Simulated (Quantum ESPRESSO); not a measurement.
Al3W3TaRu, input and log of a self-consistent run

Computed values, not a measurement. The program is pw.x of Quantum ESPRESSO 7.5 (plane-wave density functional theory). The cell is made up: eight metal atoms on a hexagonal close-packed lattice, with elements, volume, strain and displacements drawn at random and not relaxed, so it may be unstable or far from any real phase. PseudoDojo standard norm-conserving files set the functional (PBE unless stated); there is no spin polarisation or spin-orbit coupling, the Fermi-Dirac width of 0.25 eV means electrons at about 2900 K, and the masses in the input are unused placeholders. Heavy elements are run without spin-orbit coupling, which real alloys of them have. A spin test at this wide smearing found no moment, but such smearing suppresses magnetism that the real alloy may have.

Input:

```
&control calculation='scf', pseudo_dir='./dojo.nc.sr.pbe.v0_5.standard.upf', outdir='./o', disk_io='minimal', tprnfor=.true., tstress=.true. /
&system ibrav=0, nat=8, ntyp=4, nbnd=54, ecutwfc=84.00895049, nosym=.true., tot_charge=0,
 occupations='smearing', smearing='fd', degauss=0.0183746611
/
&electrons conv_thr=1.470e-08, electron_maxstep=70, mixing_beta=0.5 /
ATOMIC_SPECIES
Al 1.0 Al.upf
Ru 1.0 Ru.upf
Ta 1.0 Ta.upf
W 1.0 W.upf
CELL_PARAMETERS angstrom
4.2902 -2.4475 -0.009
-2.8737 -0.0403 -4.6517
2.826 4.8358 0.0729
ATOMIC_POSITIONS angstrom
Al 0.0341 0.1275 -0.035
W 1.3584 2.3351 -0.043
W 0.0281 1.5944 -2.1672
Al 1.3461 3.919 -2.3945
Al 2.8004 0.0658 -0.0555
W 4.3496 2.336 0.0939
Ta 1.4434 -1.0221 -2.3481
Ru 2.7425 1.4591 -2.2998
K_POINTS automatic
5 5 5 1 1 1
```

The log is shortened where brackets say so; the opening notice, blank lines, dates and the lines on written files are dropped, and the path of the files is cut. It prints rydbergs, bohrs and kilobars, and counts compression as positive stress. Its total energy is the free energy E - TS of the whole cell.

```
     Program PWSCF v.7.5
     Parallel version (MPI & OpenMP), running on       4 processor cores
     Number of MPI processes:                 4
     Threads/MPI process:                     1
     [start-up lines left out]
     bravais-lattice index     =            0
     lattice parameter (alat)  =       9.3338  a.u.
     unit-cell volume          =     865.6733 (a.u.)^3
     number of atoms/cell      =            8
     number of atomic types    =            4
     number of electrons       =        80.00
     number of Kohn-Sham states=           54
     kinetic-energy cutoff     =      84.0090  Ry
     charge density cutoff     =     336.0358  Ry
     scf convergence threshold =      1.5E-08
     mixing beta               =       0.5000
     number of iterations used =            8  plain     mixing
     Exchange-correlation= PBE
                           (   1   4   3   4   0   0   0)
     [axes and pseudopotential details left out]
   Cartesian axes
     site n.     atom                  positions (alat units)
         1        Al     tau(   1) = (   0.0069039   0.0258137  -0.0070861  )
         2        W      tau(   2) = (   0.2750217   0.4727644  -0.0087058  )
         3        W      tau(   3) = (   0.0056891   0.3228023  -0.4387714  )
         4        Al     tau(   4) = (   0.2725315   0.7934409  -0.4847906  )
         5        Al     tau(   5) = (   0.5669691   0.0133219  -0.0112365  )
         6        W      tau(   6) = (   0.8806202   0.4729467   0.0190110  )
         7        Ta     tau(   7) = (   0.2922308  -0.2069344  -0.4753964  )
         8        Ru     tau(   8) = (   0.5552467   0.2954094  -0.4656176  )
     number of k points=    63  Fermi-Dirac smearing, width (Ry)=  0.0184
                       cart. coord. in units 2pi/alat
        k(    1) = (   0.1309564   0.0284334  -0.1873294), wk =   0.0320000
        k(    2) = (   0.2186270   0.1823144  -0.2428231), wk =   0.0320000
     [further k points left out]
     Dense  grid:    89993 G-vectors     FFT dimensions: (  60,  64,  64)
     Estimated max dynamical RAM per process >     306.48 MB
     Estimated total dynamical RAM >       1.13 GB
     Initial potential from superposition of free atoms
     starting charge      79.9894, renormalised to      80.0000
     Starting wfcs are   62 randomized atomic wfcs
     total cpu time spent up to now is        5.2 secs
     per-process dynamical memory:   241.4 Mb
     Self-consistent Calculation
     iteration #  1     ecut=    84.01 Ry     beta= 0.50
     Davidson diagonalization with overlap
     ethr =  1.00E-02,  avg # of iterations =  2.9
     total cpu time spent up to now is       16.2 secs
     total energy              =    -800.77778441 Ry
     estimated scf accuracy    <       1.11139976 Ry
     iteration #  2     ecut=    84.01 Ry     beta= 0.50
     Davidson diagonalization with overlap
     ethr =  1.39E-03,  avg # of iterations =  3.0
     total cpu time spent up to now is       27.7 secs
     total energy              =    -800.84603648 Ry
     estimated scf accuracy    <       6.85153371 Ry
     iteration #  3     ecut=    84.01 Ry     beta= 0.50
     Davidson diagonalization with overlap
     ethr =  1.39E-03,  avg # of iterations =  2.0
     total cpu time spent up to now is       37.9 secs
     total energy              =    -801.33964290 Ry
     estimated scf accuracy    <       0.18393932 Ry
     iteration #  4     ecut=    84.01 Ry     beta= 0.50
     Davidson diagonalization with overlap
     ethr =  2.30E-04,  avg # of iterations =  2.9
     total cpu time spent up to now is       48.5 secs
     total energy              =    -801.36256857 Ry
     estimated scf accuracy    <       0.19494803 Ry
     iteration #  5     ecut=    84.01 Ry     beta= 0.50
     Davidson diagonalization with overlap
     ethr =  2.30E-04,  avg # of iterations =  1.8
     total cpu time spent up to now is       57.8 secs
     total energy              =    -801.36553548 Ry
     estimated scf accuracy    <       0.13984476 Ry
     [iterations 6 to 8 left out]
     iteration #  9     ecut=    84.01 Ry     beta= 0.50
     Davidson diagonalization with overlap
     ethr =  1.41E-06,  avg # of iterations =  4.9
     total cpu time spent up to now is       98.9 secs
     total energy              =    -801.37583746 Ry
     estimated scf accuracy    <       0.00010183 Ry
     iteration # 10     ecut=    84.01 Ry     beta= 0.50
     Davidson diagonalization with overlap
     ethr =  1.27E-07,  avg # of iterations =  2.2
     total cpu time spent up to now is      108.8 secs
     total energy              =    -801.37585427 Ry
     estimated scf accuracy    <       0.00000496 Ry
     iteration # 11     ecut=    84.01 Ry     beta= 0.50
     Davidson diagonalization with overlap
     ethr =  6.20E-09,  avg # of iterations =  4.6
     total cpu time spent up to now is      120.7 secs
     total energy              =    -801.37585505 Ry
     estimated scf accuracy    <       0.00000225 Ry
     iteration # 12     ecut=    84.01 Ry     beta= 0.50
     Davidson diagonalization with overlap
     ethr =  2.82E-09,  avg # of iterations =  1.0
     total cpu time spent up to now is      129.3 secs
     total energy              =    -801.37585526 Ry
     estimated scf accuracy    <       0.00000003 Ry
     iteration # 13     ecut=    84.01 Ry     beta= 0.50
     Davidson diagonalization with overlap
     ethr =  3.22E-11,  avg # of iterations =  4.2
     total cpu time spent up to now is      142.4 secs
     End of self-consistent calculation
     [lines on levels left out]
!    total energy              =    -801.37585527 Ry
     estimated scf accuracy    <       0.00000001 Ry
     smearing contrib. (-TS)   =      -0.09282079 Ry
     internal energy E=F+TS    =    -801.28303448 Ry
     The total energy is F=E-TS. E is the sum of the following terms:
     one-electron contribution =    -247.90797401 Ry
     hartree contribution      =     160.27177105 Ry
     xc contribution           =    -169.72618671 Ry
     ewald contribution        =    -543.92064482 Ry
     convergence has been achieved in  13 iterations
     Forces acting on atoms (cartesian axes, Ry/au):
     atom    1 type  1   force =    -0.03209204   -0.09181403    0.01095977
     atom    2 type  4   force =     0.03027905    0.05069131    0.01627132
     atom    3 type  4   force =    -0.01954769   -0.02191135   -0.07169004
     atom    4 type  1   force =     0.01664165    0.01055872    0.02795929
     atom    5 type  1   force =     0.01275305   -0.01351550    0.01675484
     atom    6 type  4   force =    -0.00538721   -0.00817393   -0.01272827
     atom    7 type  3   force =    -0.04284039    0.04938619    0.01501718
     atom    8 type  2   force =     0.04019358    0.02477861   -0.00254409
     Total force =     0.167698     Total SCF correction =     0.000283
     Computing stress (Cartesian axis) and pressure
          total   stress  (Ry/bohr**3)                   (kbar)     P=       -6.67
  -0.00025977  -0.00016559   0.00017865          -38.21      -24.36       26.28
  -0.00016559   0.00005937  -0.00005155          -24.36        8.73       -7.58
   0.00017865  -0.00005155   0.00006431           26.28       -7.58        9.46
     init_run     :      4.84s CPU      5.08s WALL (       1 calls)
     electrons    :    136.44s CPU    137.21s WALL (       1 calls)
     forces       :      2.09s CPU      2.11s WALL (       1 calls)
     stress       :      7.15s CPU      7.38s WALL (       1 calls)
     [timing details left out]
     PWSCF        :   2m30.65s CPU   2m31.92s WALL
     JOB DONE.
```

In other units: free energy -10903.274 eV for the cell, pressure -0.67 GPa, largest force component 2.361 eV/Å in size. The run took 154 s of wall time with four MPI processes on a shared machine (Intel Xeon, 2023 or later, virtual cores), so the time is rough. A rerun of this cell at a higher cutoff and on a denser mesh moved values by no more than 0.002 eV in energy, 0.02 GPa in stress and 0.006 eV/Å in force, and a second program with other atomic files agreed on that cell to 2 % rms in force and 0.5 GPa in pressure.